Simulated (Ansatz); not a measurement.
Given:

Ge:
```cif
data_Ge8
_chemical_formula_sum 'Ge8'
_space_group_name_H-M_alt 'P 1'
_space_group_IT_number 1
_cell_length_a 6.01093
_cell_length_b 6.01093
_cell_length_c 6.01093
_cell_angle_alpha 109.974
_cell_angle_beta 109.974
_cell_angle_gamma 109.974
loop_
_space_group_symop_operation_xyz
  'x, y, z'
loop_
_atom_site_label
_atom_site_type_symbol
_atom_site_fract_x
_atom_site_fract_y
_atom_site_fract_z
_atom_site_occupancy
Ge1 Ge 0.71587 0.71587 0.71587 1
Ge2 Ge 0.28413 0.28413 0.28413 1
Ge3 Ge 0.03021 0.72618 0.53365 1
Ge4 Ge 0.96979 0.27382 0.46635 1
Ge5 Ge 0.53365 0.03021 0.72618 1
Ge6 Ge 0.46635 0.96979 0.27382 1
Ge7 Ge 0.72618 0.53365 0.03021 1
Ge8 Ge 0.27382 0.46635 0.96979 1
```

This is the PBEsol-relaxed structure.

Problem. All from PBEsol in the plane-wave PAW code Ansatz, unless another level is named. Give the bulk modulus (Birch–Murnaghan fit).

Solution. 632 kbar.

Problem. And the highest zone-centre frequency?

Solution. 267 cm⁻¹.

Space group R-3. The first step of the workflow began from a Materials Project structure, measured or hypothetical; the Crystallography Open Database copy checked does not list it. It is not the phase usual at ambient conditions (space group No. 227). The cell was relaxed with PBEsol under the symmetry of its start; whether a distortion lowers the energy is not shown. As this level gives no gap, phonon frequencies hold no LO–TO term and depend on the k-mesh and smearing (Fermi–Dirac, 0.1 eV here).

Potentials: the earlier of the program's two PAW sets. The files were generated under PBE; for other functionals the program regenerates the frozen cores, and for LDA and PBEsol the local potential too.
